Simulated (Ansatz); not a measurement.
KF (rock salt, Fm-3m), r²SCAN in the plane-wave PAW code Ansatz. The conduction-band minimum lies at Γ, with 1 equivalent valley. Second derivatives d²E/dk² of the lowest band at one valley (eV·Å²), along Cartesian directions:

```json
[
 {"direction": "[100]", "d²E/dk²": "14.01"},
 {"direction": "[010]", "d²E/dk²": "14.01"},
 {"direction": "[001]", "d²E/dk²": "14.01"},
 {"direction": "[110]", "d²E/dk²": "14.01"},
 {"direction": "[101]", "d²E/dk²": "14.01"},
 {"direction": "[011]", "d²E/dk²": "14.01"}
]
```

Q: Find the principal effective masses, the density-of-states mass and the conductivity mass.

A: Off-diagonal terms follow from H_xy = H[110] − (H_xx + H_yy)/2, and m*/mₑ = 7.620 eV·Å² over each eigenvalue: 0.54, 0.54, 0.54. One valley's DOS mass (m₁m₂m₃)^(1/3) = 0.54, conductivity mass 3/(Σ 1/mᵢ) = 0.54 mₑ.

Q: What effective density of states Nc follows at 300 K for parabolic valleys?

A: Nc = 2.509e19 × 1 × (0.54)^(3/2) ≈ 1.0e19 cm⁻³.

Q: With the computed static dielectric constant 5.43 (mean of the diagonal), estimate a hydrogenic donor's binding energy and radius.

A: E = 13.606 eV × 0.54/5.43² ≈ 250 meV; a = 0.529 Å × ε/m* ≈ 5.3 Å. Semilocal masses tend to be too small when the gap is underestimated.

Q: With ε∞ = 1.93 and ω_LO = 324 cm⁻¹, what Fröhlich coupling constant follows?

A: α = (1/ε∞ − 1/ε0) √(m* × 13.606 eV/ħω_LO) = 4.5.

Symmetry was held in the r²SCAN relaxation.

Potentials: the earlier of the program's two PAW sets. The files were generated under PBE; for other functionals the program regenerates the frozen cores, and for LDA and PBEsol the local potential too.
